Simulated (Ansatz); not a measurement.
CeO₂:
```xyz
3
Lattice="0.0000 2.7187 2.7187 2.7187 0.0000 2.7187 2.7187 2.7187 0.0000" Properties=species:S:1:pos:R:3 pbc="T T T"
Ce     0.0000     0.0000     0.0000
O      4.0780     4.0780     4.0780
O      1.3593     1.3593     1.3593
```

Tensor components refer to the Cartesian frame of this cell.

Question: Give the high-frequency dielectric tensor and the Born effective charge tensors of the independent atoms from DFPT, r²SCAN (plane waves, PAW; program Ansatz).

Answer: 
ε∞:
```
6.94  0.00  0.00
0.00  6.94  0.00
0.00  0.00  6.94
```
Z* of atom 1 (Ce), rows: field, columns: displacement, in e:
```
5.73  0.00  0.00
0.00  5.73  0.00
0.00  0.00  5.73
```
Z* of atom 2 (O), rows: field, columns: displacement, in e:
```
-2.86   0.00   0.00
 0.00  -2.86   0.00
 0.00   0.00  -2.86
```

Static charges for comparison (Bader): Ce1 +2.40, O2 -1.20 e. Born charges measure polarisation by displacement and can exceed these by far.

Space group Fm-3m (fluorite). Symmetry was held in the r²SCAN relaxation. The workflow began spin-polarised and lost its moments. The volume moved by -22 % from the start of the relaxation. The 4f shell is in the valence. No Hubbard U is applied. Spin–orbit coupling is left out wherever it is not named.

Potentials: the later of the program's two PAW sets.
